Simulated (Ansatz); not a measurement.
Computed with Ansatz 0.2.0, DFT PBE, scalar-relativistic, plane waves, PAW. Settings: cutoff 420 eV, Γ-centred meshes spaced at most about 0.3 Å⁻¹, and about 0.25 Å⁻¹ or finer for metals (2π included), Gaussian smearing. No spin polarisation in the final relaxations.

All energies are static (0 K, no zero-point motion). All come from trial cells, and lower structures may exist.

Problem. Order these relaxed structures of Hf3Si2F by energy, lowest first, with the energy over the lowest of them.
1.

Space group P-6m2 (No. 187). a = 4.541 Å, b = 4.541 Å, c = 5.790 Å, α = 90.00°, β = 90.00°, γ = 120.00°
| atom | site | symmetry | x | y | z |
| --- | --- | --- | --- | --- | --- |
| Hf | 1b | -6m2 | 0.0000 | 0.0000 | 0.5000 |
| Hf | 1c | -6m2 | 0.3333 | 0.6667 | 0.0000 |
| Hf | 1d | -6m2 | 0.3333 | 0.6667 | 0.5000 |
| Si | 2i | 3m. | 0.6667 | 0.3333 | 0.2795 |
| F | 1a | -6m2 | 0.0000 | 0.0000 | 0.0000 |

2.

Space group P6/mmm (No. 191). a = 6.548 Å, b = 6.548 Å, c = 3.710 Å, α = 90.00°, β = 90.00°, γ = 120.00°
| atom | site | symmetry | x | y | z |
| --- | --- | --- | --- | --- | --- |
| Hf | 3g | mmm | 0.5000 | 0.0000 | 0.5000 |
| Si | 2c | -6m2 | 0.3333 | 0.6667 | 0.0000 |
| F | 1a | 6/mmm | 0.0000 | 0.0000 | 0.0000 |

3.

Space group I4/mmm (No. 139). a = 5.161 Å, b = 5.161 Å, c = 9.257 Å, α = 90.00°, β = 90.00°, γ = 90.00°
```json
{"atom": "Hf", "site": "4d", "symmetry": "-4m2", "x": "0.0000", "y": "0.5000", "z": "0.2500"}
{"atom": "Hf", "site": "2a", "symmetry": "4/mmm", "x": "0.0000", "y": "0.0000", "z": "0.0000"}
{"atom": "Si", "site": "4e", "symmetry": "4mm", "x": "0.0000", "y": "0.0000", "z": "0.3063"}
{"atom": "F", "site": "2b", "symmetry": "4/mmm", "x": "0.5000", "y": "0.5000", "z": "0.0000"}
```

4.

Space group P6/mmm (No. 191). a = 5.431 Å, b = 5.431 Å, c = 6.213 Å, α = 90.00°, β = 90.00°, γ = 120.00°
| atom | site | symmetry | x | y | z |
| --- | --- | --- | --- | --- | --- |
| Hf | 3g | mmm | 0.5000 | 0.0000 | 0.5000 |
| Si | 2e | 6mm | 0.0000 | 0.0000 | 0.2994 |
| F | 1a | 6/mmm | 0.0000 | 0.0000 | 0.0000 |

Solution. 1 (0 meV/atom), 3 (276 meV/atom), 2 (304 meV/atom), 4 (533 meV/atom). Forms: 1 P-6m2; 3 I4/mmm; 2 P6/mmm; 4 P6/mmm. Cell 4 holds Si–Si pairs (shortest 2.49 Å) (bonds between like non-metal atoms; other contacts aren't counted).

These runs have no spin–orbit coupling, which can matter for Hf. A magnetic state wasn't ruled out in cells without spin, among them P-6m2, I4/mmm, P6/mmm at 23.0 Å³/atom, P6/mmm at 26.5 Å³/atom. Cells relaxed within their symmetry can be saddle points. Some types were kept out of the candidates beforehand, so the set may lack a known form.
